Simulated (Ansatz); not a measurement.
TiHg (space group P4/mmm)

```cif
data_HgTi
_chemical_formula_sum 'Ti1 Hg1'
_space_group_name_H-M_alt 'P4/mmm'
_space_group_IT_number 123
_space_group_name_Hall '-P 4 2'
_cell_length_a 2.96284
_cell_length_b 2.96284
_cell_length_c 4.06304
_cell_angle_alpha 90.000
_cell_angle_beta 90.000
_cell_angle_gamma 90.000
loop_
_atom_site_label
_atom_site_type_symbol
_atom_site_symmetry_multiplicity
_atom_site_Wyckoff_symbol
_atom_site_fract_x
_atom_site_fract_y
_atom_site_fract_z
_atom_site_occupancy
Ti1 Ti 1 d 0.50000 0.50000 0.50000 1
Hg1 Hg 1 a 0.00000 0.00000 0.00000 1
```

Grid over V/V₀ and (c/a)/(c/a)₀, subscript 0 meaning the relaxed cell; the conventional c axis lies along z; no internal relaxation.

Method: PBEsol (plane waves to 420 eV, PAW, scalar-relativistic; Ansatz, an electronic-structure program). k mesh 16×16×12 (Γ-centred), Fermi-Dirac smearing 0.05 eV. Compression counts positive. With partly filled bands, the response to shear is sensitive to the k mesh, so small differences along c/a are uncertain. Spin-orbit coupling is left out, though Hg is heavy. TiHg is run without spin polarisation. TiHg was relaxed with its symmetry unable to fall. 

Estimate the σzz − σxx (GPa) for all points of the grid V/V₀ = 0.960, 0.973, 0.987, 1.000, 1.013, 1.027, 1.040 by (c/a)/(c/a)₀ = 0.880, 0.920, 0.960, 1.000, 1.040, 1.080, 1.120.

σzz − σxx (GPa), with V/V₀ across and (c/a)/(c/a)₀ down:

```csv
(c/a)/(c/a)₀ \ V/V₀,0.960,0.973,0.987,1.000,1.013,1.027,1.040
0.880,3.9,3.7,3.5,3.3,3.1,3.0,2.8
0.920,3.7,3.5,3.3,3.1,2.9,2.7,2.6
0.960,2.2,2.0,1.9,1.7,1.6,1.5,1.4
1.000,0.3,0.2,0.1,0.0,-0.1,-0.1,-0.2
1.040,-2.4,-2.4,-2.4,-2.4,-2.4,-2.3,-2.3
1.080,-5.3,-5.2,-5.1,-5.0,-4.9,-4.7,-4.6
1.120,-8.4,-8.1,-7.9,-7.7,-7.4,-7.2,-7.0
```

(Under strain, the slope of the energy per volume gives the stress and its curvature an elastic modulus.)
